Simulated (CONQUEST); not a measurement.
Set-up for a self-consistent single point of TaN (P1, 12 atoms in the cell; from Materials Project mp-1279, changed as shown).

```xyz
12
Lattice="5.3163 0.0000 0.0000 0.0000 9.2081 0.0000 0.0000 0.0000 2.9751" Properties=species:S:1:pos:R:3 pbc="T T T"
Ta    -0.0084     0.0842     0.0351
Ta     0.0375     3.0676     1.4388
Ta     2.6195     1.5445     1.5309
Ta     2.6028     4.5468    -0.0657
Ta     2.6897     7.6627     1.4922
Ta     0.0063     6.1823     1.5547
N      2.1143     0.0023    -0.0795
N      1.5668     2.8229    -0.0219
N      4.2424     1.7846     0.0119
N      4.8030     4.5482     0.0499
N      4.2798     7.4124    -0.0120
N      1.6278     6.3823     0.0157
```

Method: LDA (PW92), numerical atomic orbitals double-zeta with polarisation (the shipped basis), PseudoDojo norm-conserving potentials made for LDA (CONQUEST 1.3).

CONQUEST settings:

```
key                                             value
---------------------  ------------------------------
basis                                             DZP
Diag.MPMeshX, Y, Z                              4 2 6
potentials             PseudoDojo norm-conserving LDA
Grid.GridCutoff                                140 Ha
DM.SolutionMethod                              diagon
Diag.kT                                   0.003675 Ha
Diag.GammaCentred                                true
minE.SCTolerance                              1.0e-06
SC.MaxIters                                       100
SC.LinearMixingFactor                             0.3
SC.KerkerPreCondition                            true
SC.KerkerFactor                            0.5 1/bohr
AtomMove.TypeOfRun                             static
```

Results:

Number of valence electrons: 108
Number of bands: 192
Number of k-points after the program's reduction: 41
Size of the basis: 192
Number of SCF iterations: 19
FFT grid: 60 × 96 × 32
Free energy E − TS: -12343.0412 eV
Fermi level (on the code's own zero): -5.33 eV
Pressure: -25.04 GPa
Largest force (vector length): 2.260 eV/Å

Forces (eV/Å):
```json
[
 {"atom": "Ta1", "Fx": "0.462", "Fy": "-1.874", "Fz": "-0.601"},
 {"atom": "Ta2", "Fx": "-1.390", "Fy": "0.033", "Fz": "1.164"},
 {"atom": "Ta3", "Fx": "0.835", "Fy": "-0.221", "Fz": "-1.236"},
 {"atom": "Ta4", "Fx": "1.737", "Fy": "1.168", "Fz": "0.853"},
 {"atom": "Ta5", "Fx": "-0.486", "Fy": "0.076", "Fz": "-0.406"},
 {"atom": "Ta6", "Fx": "0.206", "Fy": "-0.999", "Fz": "-0.809"},
 {"atom": "N7", "Fx": "-0.898", "Fy": "0.015", "Fz": "1.361"},
 {"atom": "N8", "Fx": "0.541", "Fy": "-0.940", "Fz": "-0.041"},
 {"atom": "N9", "Fx": "-0.065", "Fy": "0.837", "Fz": "0.007"},
 {"atom": "N10", "Fx": "-1.414", "Fy": "1.068", "Fz": "-0.906"},
 {"atom": "N11", "Fx": "0.378", "Fy": "0.671", "Fz": "0.686"},
 {"atom": "N12", "Fx": "0.090", "Fy": "0.175", "Fz": "-0.063"}
]
```

Stress (GPa, positive for compression):
```
-24.72   -1.09    0.00
 -1.09  -23.22   -0.24
  0.00   -0.24  -27.19
```

For comparison: a first run was changed to give this one (atoms moved at random), and from it to this one the free energy rises by 46.2 meV/atom, the pressure goes from -26.54 to -25.04 GPa and the largest force goes from 0.269 to 2.260 eV/Å.

The program uses no crystal symmetry, so grid and mesh can part values that symmetry would make equal. The atom-centred basis is finite, which shifts total energies, pressures and forces against plane waves. Forces above 1 eV/Å remain at this geometry, of which the finite basis can carry a part. The structure comes from a collection of computed structures, made at another level of theory; the collection holds predicted forms beside known ones. Its lattice was then scaled. No clean gap shows at this smearing width and mesh (spacing up to 0.35 Å⁻¹); the mesh is coarse for partly filled bands, so the values carry mesh errors. At this pressure the cell is far from its equilibrium volume at this level.

Cost on one core: roughly 2.7 core-minutes.
